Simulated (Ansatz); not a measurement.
**LaSiI with scf.occupations.method, scf.occupations.width, basis.ecutrho_ratio changed**

All numbers are calculated (r2SCAN, no spin polarisation, no spin-orbit coupling; Ansatz, PAW set soft_2, 500 eV, k-mesh 3×3×2 shifted by half a step), not measured. These are the settings of the reference run.

Cell:

```
cell
1.0
    -4.2367    7.3382    0.0000
     8.4734    0.0000    0.0000
     0.0000    0.0000  -12.2282
I La Si
8 8 8
Direct
  0.3333 0.1667 0.3479
  0.8333 0.1667 0.3479
  0.3333 0.6667 0.3479
  0.8333 0.6667 0.3479
  0.1667 0.3333 0.6521
  0.6667 0.3333 0.6521
  0.1667 0.8333 0.6521
  0.6667 0.8333 0.6521
  0.0000 0.5000 0.8313
  0.5000 0.5000 0.8313
  0.0000 0.0000 0.8313
  0.5000 0.0000 0.8313
  0.5000 0.0000 0.1687
  0.0000 0.0000 0.1687
  0.5000 0.5000 0.1687
  0.0000 0.5000 0.1687
  0.3333 0.1667 0.9949
  0.8333 0.1667 0.9949
  0.3333 0.6667 0.9949
  0.8333 0.6667 0.9949
  0.1667 0.3333 0.0051
  0.6667 0.3333 0.0051
  0.1667 0.8333 0.0051
  0.6667 0.8333 0.0051
```

The reference run of this cell is solved again as a single point with these keys changed:

| key | reference run | changed run |
| --- | --- | --- |
| scf.occupations.method | gaussian | methfessel_paxton |
| scf.occupations.width | 0.05 | 0.2 |
| basis.ecutrho_ratio | not typed | 9 |

Problem. Does this change matter?

Solution. 

| quantity | reference run | changed run |
| --- | --- | --- |
| energy, changed less reference (meV an atom) | 0 | -0.6 |
| pressure (GPa) | -0.3 | -0.2 |
| largest force (eV/Å) | 0.08 | 0.06 |
| gap on the mesh (eV) | 0.00 | 0.00 |

The results hardly move, so these settings together matter little here. It took 9 iterations from the trained starting density.

Caveats: a single point, atoms not relaxed again.
